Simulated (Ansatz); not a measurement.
All numbers below come from DFT PBE, scalar-relativistic, plane waves, PAW in Ansatz. All cells share a 420 eV cutoff and Γ-centred k meshes spaced about 0.3 Å⁻¹ or finer (0.25 for metals, 2π included). No spin polarisation.

These are static total energies at zero pressure.

Compare these two cells of Al3S4I, each relaxed at this level.

A.

```yaml
crystal:
  lattice:
    - [-3.94921, 3.94921, 3.09443]
    - [3.94921, -3.94921, 3.09443]
    - [3.94921, 3.94921, -3.09443]
  atoms:
    - { symbol: Al, position: [0.36170, 0.86170, 0.50000] }
    - { symbol: Al, position: [0.86170, 0.36170, 0.50000] }
    - { symbol: Al, position: [0.67663, 0.67663, 0.00000] }
    - { symbol: S, position: [0.67548, 0.31477, 0.76466] }
    - { symbol: S, position: [0.55011, 0.91082, 0.23534] }
    - { symbol: S, position: [0.31477, 0.55011, 0.63929] }
    - { symbol: S, position: [0.91082, 0.67548, 0.36071] }
    - { symbol: I, position: [0.09089, 0.09089, 0.00000] }
```

B.

```yaml
crystal:
  lattice:
    - [6.39160, 0.00000, 0.00000]
    - [0.00000, 3.67235, 0.00000]
    - [-3.02610, 0.00000, 8.90883]
  atoms:
    - { symbol: Al, position: [0.54319, 0.50000, 0.66578] }
    - { symbol: Al, position: [0.49934, 0.00000, 0.27088] }
    - { symbol: Al, position: [0.13647, 0.00000, 0.85183] }
    - { symbol: S, position: [0.21147, 0.50000, 0.72641] }
    - { symbol: S, position: [0.17480, 0.00000, 0.08803] }
    - { symbol: S, position: [0.73651, 0.00000, 0.77983] }
    - { symbol: S, position: [0.42228, 0.50000, 0.41659] }
    - { symbol: I, position: [0.76354, 0.50000, 0.20063] }
```

Problem. Which is lower in energy, and by how much?

Solution. A is lower, by 8 meV/atom. A has space group I4 (No. 79), 24.1 Å³/atom and a gap of 1.85 eV on its mesh; B has space group Pm (No. 6), 26.1 Å³/atom and a gap of 1.19 eV. The denser one is the lower, and pressure would at first widen the difference. In A, around Al on a site of symmetry 2 lie 4 S at 2.27–2.28 Å; S is surrounded by 2 Al at 2.27–2.28 Å and 1 Al at 2.44 Å; I has 1 Al at 2.56 Å; 1 more site not described. In B, Al on its first site has 4 S at 2.22–2.37 Å; S on its first site is surrounded by 3 Al at 2.31–2.37 Å; I is surrounded by 2 Al at 2.72 Å; 5 more sites not described. Both come from trial cells of a structure search, whose lowest cell (P1, 32.3 Å³/atom) lies 53 meV/atom below the lower of the two.

Spin–orbit coupling, which can matter for I, is left out. Kohn–Sham gaps at this level usually fall short of measured ones. The missing spin–orbit coupling can work the other way here. With atoms moved at random, B came back. A had no clear such test and can be a saddle point. Some structure types and database cells were kept out of the candidates from the start, so a known form may be missing.
